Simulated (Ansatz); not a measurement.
Ba$_{2}$Cd:
```
CELL_PARAMETERS angstrom
     -2.14327     2.14327     7.73733
      2.14327    -2.14327     7.73733
      2.14327     2.14327    -7.73733
ATOMIC_POSITIONS crystal
  Ba 0.62917 0.62917 0.00000
  Ba 0.37083 0.37083 0.00000
  Cd 0.00000 0.00000 0.00000
```

Relaxed with r²SCAN. Special points in fractions of this cell's reciprocal vectors: Γ (0.000, 0.000, 0.000); X (0.000, 0.000, 0.500); P (0.250, 0.250, 0.250); N (0.000, 0.500, 0.000); M (0.500, 0.500, -0.500); S (0.269, 0.731, -0.269); S0 (-0.269, 0.269, 0.269); R (-0.038, 0.038, 0.500); G (0.500, 0.500, -0.038).

Task: List the band energies nearest the Fermi level at these points for r²SCAN in the plane-wave PAW code Ansatz.

Result: In eV from the Fermi level; about four levels below and three above (degenerate sets whole), none deeper than 8.9 eV; points with the same levels are listed once.

```tsv
k	below	above
Γ	-8.85 -8.85 -4.74 -1.29 -0.49	0.87 1.05 1.48
X	-3.02 -0.88 -0.78 -0.59	1.01 1.26 1.79
P	-3.02 -0.81 -0.75 -0.75	1.38 1.38 1.84
N	-8.79 -3.43 -1.35 -0.01	0.53 1.23 1.41
M	-8.85 -8.85 -4.51 -2.19	0.52 0.61 1.29
S	-8.79 -3.46 -1.21 -0.20	0.53 1.20 1.55
R	-3.03 -0.85 -0.75 -0.61	0.98 1.35 1.78
```

Space group I4/mmm (MoSi2 or CaC2 type). The first step of the workflow began from a Materials Project structure, measured or hypothetical; the Crystallography Open Database files this formula in space group No. 139, but the cells were not matched. Whether it is the stable phase at ambient conditions was not checked. The r²SCAN relaxation kept the symmetry of its start; its stability against distortions is not shown here. Spin–orbit coupling is left out wherever it is not named.

Potentials: the later of the program's two PAW sets.
